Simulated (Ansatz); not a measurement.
Ansatz (a program for electronic structure) input:

Ansatz 0.2 input:
```yaml
crystal:
  lattice:
    - [5.241921247, 0.0, 0.0]
    - [-2.6209606235, 4.5396369645, 0.0]
    - [0.0, 0.0, 4.1869290683]
  atoms:
    - { symbol: Co, position: [0.5, 0.0, 0.0] }
    - { symbol: Co, position: [0.5, 0.5, 0.0] }
    - { symbol: Co, position: [0.0, 0.5, 0.0] }
    - { symbol: Sn, position: [0.0, 0.0, 0.0] }
    - { symbol: Sn, position: [0.3333333333, 0.6666666667, 0.5] }
    - { symbol: Sn, position: [0.6666666667, 0.3333333333, 0.5] }
kpoints:
  mp_grid: { grid: [9, 9, 10] }
hamiltonian:
  xc: r2scan
  pseudopotentials: { kind: paw }
scf:
  occupations: { method: gaussian, width: 0.1 }
checkpoint: { read: metal.run }
output: { write_density: true, elf: true, volumetric_format: npy }
```

Output (shortened):

```
Pseudopotential: Co, paw, valence charge 17
Pseudopotential: Sn, paw, valence charge 14
Functional definition: r2SCAN
Crystal: 6 atoms, lattice volume = 99.634 Å³
Basis set: ecut = 500 eV, 2583 PW (Γ), exchange–correlation on 160×160×128 points (64 copies of the dense FFT grid, shifted against one another)
Bands: 56, of which v1, the nominal top of the filled ones, is band 47 counted from 1 (46 counted from 0)
Symmetry: 24 space group operations
Space group: P6/mmm (ITA 191), of the structure as read, at distance tolerance 4.6e-5 Å
k-points: 72 of 810
Stability of the state it starts from, as read at its close in the unpolarized treatment …
iter 1 solved again at ethr=1.58e-7 eV; its pass at ethr=3.10e-3 eV (dr2=1.47e-4 eV) is discarded
SCF iter   1: F=—  HF=-33510.213207 eV  |F-HF|=—  |Δ(HF+E_count)|=         —  Δρ=6.94e-7  dr2=2.80e-10  dr2_τ=7.92e-12  ethr=1.58e-7  ⟨swp⟩=3.1  Hψ=25332  notcnv=0
preconditioner: auto → LDOS
SCF iter   2: F=—  HF=-33510.213207 eV  |F-HF|=—  |Δ(HF+E_count)|=   2.86e-7  Δρ=1.58e-6  dr2=1.30e-9  dr2_τ=2.14e-11  ethr=1.00e-12  ⟨swp⟩=8.3  Hψ=17797  notcnv=0
SCF iter   3: F=-33510.213207 eV  HF=-33510.213207 eV  |F-HF|=2.33e-10  |Δ(HF+E_count)|=  3.93e-10  Δρ=4.09e-7  dr2=2.45e-10  dr2_τ=4.14e-12  ethr=1.00e-12  ⟨swp⟩=1.0  Hψ=10839  notcnv=0
SCF 1 converged in 3 iterations: F = -33510.213207 eV  dr2 = 2.45e-10
SCF converged after 3 iterations
Free energy (F): -33510.213207 eV
Harris-Foulkes:  -33510.213207 eV  (|F-HF|=2.33e-10)
Internal energy: -33510.204764 eV  (E = F + TS)
E sigma→0 (E₀):  -33510.208986 eV
Entropy (-TS):   -0.008443 eV (-1.407 meV/atom)
Fermi energy:    15.082455 eV
--- Per-component energies (eV) ---
  E_band       = -1038.390306
  E_kinetic    = 1936.844409
  E_local      = -13292.116669  (includes V_loc(G=0)·N_el)
  E_nonlocal   = 1289.018429
  E_hartree    = 6309.636657
  E_xc         = -1596.930688
  E_vxc        = -1004.720062  (∫ρ·V_xc dr)
  E_paw        = -17070.499167  (= ΣΔE_a)
  E_vpaw       = -2650.967377  (= ΣTr[D̂ρ^β])
  E_aug_tail   = 0.000108  (compensation charges beyond the density's cutoff)
  E_vtau       = 64.278574  (kinetic-family band-sum trace: ∫τ·v_τ [+ j·A + Jᵃ·Aᵃ] dr)
  E_ewald      = -11087.478184
  E_core_change = 1.320341  (= ΣΔE_core)
  E_smearing   = -0.008443  (= −TS)
  E_closure    =  0.000000  (closes the sum)
  Σ components = -33510.213207   (vs F -33510.213207, Δ=0.00e0)
  [band-id]    e_kinetic+e_local+e_nonlocal+2·e_hartree+e_vxc+e_vpaw+e_augmentation_tail+e_vtau = -1038.389275   (vs E_band -1038.390306, Δ=1.03e-3)
--- Band table (eV; the first three rows and the last of 72) ---
  k-point 0: bands = ["-82.7378", "-82.7234", "-82.7234", "-44.6719", "-44.6621", "-44.6464", "-44.6464", "-44.6061", "-44.6061", "-44.5318", "-44.5246", "-44.5246", "-7.2259", "-7.1042", "-7.1042", "-7.0566", "-7.0566", "-6.9700", "-6.9525", "-6.9525", …
  k-point 1: bands = ["-82.7378", "-82.7234", "-82.7234", "-44.6718", "-44.6622", "-44.6464", "-44.6464", "-44.6061", "-44.6061", "-44.5318", "-44.5246", "-44.5246", "-7.2241", "-7.1054", "-7.1054", "-7.0561", "-7.0561", "-6.9670", "-6.9645", "-6.9645", …
  k-point 2: bands = ["-82.7378", "-82.7234", "-82.7234", "-44.6716", "-44.6625", "-44.6464", "-44.6464", "-44.6061", "-44.6061", "-44.5317", "-44.5246", "-44.5246", "-7.2194", "-7.1083", "-7.1083", "-7.0547", "-7.0547", "-6.9836", "-6.9836", "-6.9588", …
  k-point 71: bands = ["-82.7306", "-82.7306", "-82.7234", "-44.6547", "-44.6547", "-44.6463", "-44.6151", "-44.6151", "-44.5843", "-44.5522", "-44.5522", "-44.5470", "-7.2007", "-7.1578", "-7.1031", "-7.1031", "-7.0332", "-7.0332", "-6.9926", "-6.9388", …
```

Cost: about 30 core-seconds (a rough figure) on shared cores.

The cell was relaxed with r²SCAN under the symmetry of its start; of distortions, only those at the zone centre were tested. The run is not spin-polarised. Scalar-relativistic: spin–orbit coupling is off unless named, which matters more the heavier the elements.

Potentials: the later of the program's two PAW sets.

Ansatz is a plane-wave DFT program.
